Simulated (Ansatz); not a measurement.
# How the vibrations of C change with volume

All numbers below come from Ansatz 0.2.0, DFT LDA, scalar-relativistic, plane waves, PAW. Cutoff 420 eV, 18×18×6 k-points (Γ-centred), Fermi-Dirac smearing of 0.15 eV. No spin polarisation. Phonons by linear response, acoustic sum rule imposed.

The cell, relaxed at this level:
```
C
1.0
     2.44475    0.00000    0.00000
    -1.22237    2.11721    0.00000
     0.00000    0.00000    8.52562
C
2
Direct
  0.33333 0.66667 0.00000
  0.66667 0.33333 0.00000
```

Without a gap, frequencies depend on the k mesh and the smearing, soft modes most. The crystal is built of layers and no dispersion correction was added, so the binding between them is poorly described, and with it their spacing and whatever depends on it.

Cells at 0.98 and 1.02 times the equilibrium volume were relaxed in shape and atoms; γ = −d ln ν / d ln V, modes matched by rank.

Question: Give the optical frequencies at Γ (cm⁻¹) at the three volumes and the mode Grüneisen parameters.

Answer:
| 0.98 V | V | 1.02 V | γ | degeneracy |
| --- | --- | --- | --- | --- |
| 898 | 898 | 898 | 0.00 | 1 |
| 1591 | 1591 | 1591 | 0.00 | 2 |

Question: What pressures hold the two strained cells, and what bulk modulus follows?

Answer: 0.00 GPa at 0.98 V and 0.00 GPa at 1.02 V, so B = −dP/d ln V ≈ 0 GPa.

This form isn't the element's structure at ambient conditions. The bands only touch here, so at this level the crystal is a zero-gap semiconductor or semimetal, not an ordinary metal.

Cost: 6 runs of about 1.1 core-minutes in all, on Intel Xeon 6975P-C (Granite Rapids) (shared hosts).